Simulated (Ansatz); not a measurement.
ZrTiB4 in space group Pmmm (No. 47; Ti on 1a, B on 2t, B on 2r, Zr on 1d) under volume change, plane-wave PAW PBEsol (Ansatz code), shape and atoms relaxed at each volume.

```json
[
 {"V (Å³/atom)": "8.445", "E − E(relaxed) (meV/atom)": "69.4", "P (GPa)": "28.76"},
 {"V (Å³/atom)": "8.724", "E − E(relaxed) (meV/atom)": "29.3", "P (GPa)": "17.72"},
 {"V (Å³/atom)": "9.002", "E − E(relaxed) (meV/atom)": "7.0", "P (GPa)": "8.20"},
 {"V (Å³/atom)": "9.281", "E − E(relaxed) (meV/atom)": "0.0", "P (GPa)": "0.00"},
 {"V (Å³/atom)": "9.559", "E − E(relaxed) (meV/atom)": "6.3", "P (GPa)": "-7.08"},
 {"V (Å³/atom)": "9.838", "E − E(relaxed) (meV/atom)": "24.0", "P (GPa)": "-13.19"},
 {"V (Å³/atom)": "10.116", "E − E(relaxed) (meV/atom)": "51.6", "P (GPa)": "-18.45"}
]
```

Question: What does a third-order Birch–Murnaghan fit give for V₀, B₀ and B′?

Answer: V₀ = 9.28 Å³/atom, B₀ = 254 GPa, B′ = 3.9.

The start of the workflow was typed in or built on a structure type; neither database checked (COD, Materials Project) lists it. Whether it is the stable phase at ambient conditions was not checked. Symmetry was held in the PBEsol relaxation; whether a distortion lowers the energy is not shown. No spin polarisation was allowed.

Potentials: the earlier of the program's two PAW sets. The files were generated under PBE; for other functionals the program regenerates the frozen cores, and for LDA and PBEsol the local potential too.
